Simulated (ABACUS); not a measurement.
Worked example: self-consistent single point of TiTe2 (P-3m1, 3 atoms in the cell; from Materials Project mp-1907, changed as shown) in ABACUS.

Method: PBE, PseudoDojo 0.5 standard norm-conserving PBE (tails mended) pseudopotentials (plane waves; ABACUS).

The change in words: volume scaled by 0.96. Reference geometry (P-3m1):
```xyz
3
Lattice="3.7535 0.0000 0.0000 -1.8767 3.2506 0.0000 0.0000 0.0000 6.5940" Properties=species:S:1:pos:R:3 pbc="T T T"
Ti     0.0000     0.0000     0.0000
Te     1.8767     1.0835     4.9444
Te     0.0000     2.1671     1.6496
```

Reference input (self-consistent single point, DFT, PBE, plane waves, PseudoDojo 0.5 standard norm-conserving PBE (tails mended) pseudopotentials): KPT = MP 6 6 2 0 0 0; basis_type = pw; dft_functional = PBE; ecutwfc = 84 Ry; smearing_method = fd; smearing_sigma = 0.00734986 Ry; potentials = PseudoDojo 0.5 standard norm-conserving PBE (tails mended); symmetry = 1; symmetry_prec = 1e-05; ks_solver = dav; scf_nmax = 100; scf_thr = 1.0e-09 Ry. This run's input differs from it in these lines:

```diff
@@ -28,5 +28,5 @@
 LATTICE_VECTORS
-   7.0930151992    0.0000000000    0.0000000000
-  -3.5465075996    6.1427324024    0.0000000000
-   0.0000000000    0.0000000000   12.4607822562
+   6.9971531723    0.0000000000    0.0000000000
+  -3.4985765862    6.0597129542    0.0000000000
+   0.0000000000    0.0000000000   12.2923755331
 
@@ -43,4 +43,4 @@
 2
-   3.5465111461    2.0475754199    9.3434683592 1 1 1
-  -0.0000035465    4.0951569825    3.1173138970 1 1 1
+   3.4985800847    2.0199022982    9.2171919460 1 1 1
+  -0.0000034986    4.0398106561    3.0751835871 1 1 1
 # file: KPT
```

Log, with long lists cut:

```
 SELF-CONSISTENT
 -------------------------------------------
                                 init_chg = atomic

 PW ALGORITHM --------------- ION=   1  ELEC=   1--------------------------------

 Notice: Threshold on eigenvalues was too large.

 Density error is 0.150991383851
                          Error Threshold = 0.000339251341692
 E_KohnSham     -537.9781882345      -7319.5687597052
 E_Fermi        0.7912840809         10.7659722365

 PW ALGORITHM --------------- ION=   1  ELEC=   2--------------------------------

 Density error is 0.074252742375
                          Error Threshold = 0.000343162236026
   [... lines left out ...]

 Density error is 3.66840749054e-08
                          Error Threshold = 8.68410406343e-11
 E_KohnSham     -537.9972268705      -7319.8277936369
 E_Fermi        0.8128836111         11.0598489217

 PW ALGORITHM --------------- ION=   1  ELEC=  11--------------------------------

 Density error is 2.17507481261e-10
                          Error Threshold = 8.33728975123e-11
 E_KohnSham     -537.9972268749      -7319.8277936977
 E_KS(sigma->0) -537.9957744651      -7319.8080326479
 E_entropy(-TS) -0.0029048197        -0.0395220996
 E_Fermi        0.8128977856         11.0600417762
 charge density convergence is achieved
 final etot is -7319.8277937 eV
 EFERMI = 11.060041776 eV

 STATE ENERGY(eV) AND OCCUPATIONS    NSPIN == 1
   [... 29 lines left out ...]

 TOTAL-FORCE (eV/Angstrom)
                       Ti1         0.0000000000         0.0000000000         0.0000000000
                       Te1         0.0000000000         0.0000000000        -1.2157100558
                       Te2         0.0000000000         0.0000000000         1.2157100558

 TOTAL-STRESS (KBAR)
        60.7630019308         0.0000000005         0.0000000000
         0.0000000005        60.7629908442         0.0000000000
         0.0000000000        -0.0000000000        88.7973591667
 TOTAL-PRESSURE: 70.107784 KBAR

 --------------------------------------------
 !FINAL_ETOT_IS -7319.8277936977428908 eV
 --------------------------------------------
```

The run converged in 11 iterations. Against the reference run the free energy rises by 35.9 meV/atom, the pressure goes from 3.77 to 7.01 GPa and the largest force goes from 0.761 to 1.216 eV/Å.

Forces above 1 eV/Å remain at this geometry. The structure comes from a collection of computed structures, made at another level of theory; the collection holds predicted forms beside known ones. Its lattice was then scaled. No clean gap shows at this smearing width and mesh (spacing up to 0.48 Å⁻¹); the mesh is coarse for partly filled bands, so the values carry mesh errors. Semi-local functionals can close small gaps.

Cost on one core: roughly 100 core-seconds.

“Tails mended”: in these copies of the files the far tail of each local potential was reset to the Coulomb form.
